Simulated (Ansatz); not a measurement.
Relaxed-ion elastic tensor of TiC (rock salt, space group No. 225) in GPa (Voigt order), the program Ansatz at the PBEsol level (PAW); density 5.03 g/cm³, 9.89 Å³ per atom.

|  | 1 | 2 | 3 | 4 | 5 | 6 |
|---|---|---|---|---|---|---|
| 1 | 555 | 123 | 123 | 0.0 | 0.0 | 0.0 |
| 2 | 123 | 555 | 123 | 0.0 | 0.0 | 0.0 |
| 3 | 123 | 123 | 555 | 0.0 | 0.0 | 0.0 |
| 4 | 0.0 | 0.0 | 0.0 | 173 | 0.0 | 0.0 |
| 5 | 0.0 | 0.0 | 0.0 | 0.0 | 173 | 0.0 |
| 6 | 0.0 | 0.0 | 0.0 | 0.0 | 0.0 | 173 |

Question: Is the crystal mechanically stable?

Answer: Yes: the smallest eigenvalue of C is 173 GPa.

Question: Work out the Voigt, Reuss and Hill averages.

Answer: K_V = 267, K_R = 267, K_H = 267; G_V = 190, G_R = 188, G_H = 189 GPa.

Question: Give Young's modulus, Poisson's ratio, Pugh's ratio and the universal anisotropy index.

Answer: E = 9KG/(3K + G) = 459 GPa; ν = 0.21; K/G = 1.41 (brittle by the Pugh limit of 1.75); A_U = 5G_V/G_R + K_V/K_R − 6 = 0.06.

Question: Estimate the sound speeds and the Debye temperature.

Answer: v_l = √((K + 4G/3)/ρ) = 10200 m/s, v_t = √(G/ρ) = 6130 m/s, mean 6780 m/s; Θ = (h/k)(3n/4πV)^(1/3) v_m = 941 K.

Question: Give the Zener ratio and Young's modulus along [100], [110] and [111].

Answer: A = 2C44/(C11 − C12) = 0.80; 1/E = S11 − 2(S11 − S12 − S44/2)Γ with Γ = 0, 1/4, 1/3 gives 510, 445, 427 GPa.

Question: Solve the Christoffel equation for the three sound speeds along [100], [110], [111].

Answer: Eigenvalues of C_ijkl n_j n_l equal ρv². In km/s, slowest first: [100] 5.87, 5.87, 10.51; [110] 5.87, 6.55, 10.10; [111] 6.33, 6.33, 9.96.

Space group Fm-3m (rock salt). The PBEsol relaxation kept the symmetry of its start. No spin polarisation was allowed. As this level gives no gap, shear constants depend on the k-mesh and smearing (Fermi–Dirac, 0.1 eV here).

Potentials: the later of the program's two PAW sets.
